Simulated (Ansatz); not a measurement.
Ag: Ag vacancy

The calculation used DFT PBE, scalar-relativistic, plane waves, PAW in Ansatz 0.2.0. Run with 420 eV cutoff, 6×6×6 k-mesh, Gaussian smearing of 0.10 eV, no spin polarisation.

Host crystal, relaxed:

```xyz
1
Lattice="0.0000 2.0737 2.0737 2.0737 0.0000 2.0737 2.0737 2.0737 0.0000" Properties=species:S:1:pos:R:3 pbc="T T T"
Ag    0.0000    0.0000    0.0000
```

Supercell of 27 atoms, rows in host cell vectors: 0 -3 3; 0 0 3; -3 0 3. Atoms relax at the host's cell, keeping the symmetry that the supercell leaves at the site. The cell is small, so energies carry finite-size errors of tenths of an eV. The host is a metal.

Defect: Ag vacancy at (0.000, 0.000, 0.000) of the host cell, charge 0.

Give the relaxed supercell.

```
CELL_PARAMETERS angstrom
0.00000 6.22125 -6.22125
6.22125 6.22125 0.00000
6.22125 0.00000 -6.22125
ATOMIC_POSITIONS crystal
Ag 0.66667 0.32996 0.66667
Ag 0.66667 0.67004 0.66667
Ag 0.33671 0.00000 0.66667
Ag 0.33671 0.32996 0.66667
Ag 0.33342 0.66675 0.66642
Ag 0.99662 0.00000 0.66667
Ag 0.99992 0.33325 0.66692
Ag 0.99662 0.67004 0.66667
Ag 0.66667 0.00000 0.33671
Ag 0.66667 0.32996 0.33671
Ag 0.66642 0.66675 0.33342
Ag 0.33342 0.99975 0.33342
Ag 0.33394 0.33273 0.33394
Ag 0.33342 0.66675 0.33342
Ag 0.99662 0.00000 0.33671
Ag 0.99939 0.33273 0.33394
Ag 0.99939 0.66727 0.33394
Ag 0.66667 0.00000 0.99662
Ag 0.66692 0.33325 0.99992
Ag 0.66667 0.67004 0.99662
Ag 0.33671 0.00000 0.99662
Ag 0.33394 0.33273 0.99939
Ag 0.33394 0.66727 0.99939
Ag 0.99992 0.00025 0.99992
Ag 0.99992 0.33325 0.99992
Ag 0.99939 0.66727 0.99939
```
Around the defect: 12 Ag at 2.90 Å. The run ended with a moment of 0.00 μB (no spin polarisation).

Cost: 2 runs of about 14 core-minutes in all, on Intel Xeon Processor @ 2.70GHz (shared hosts).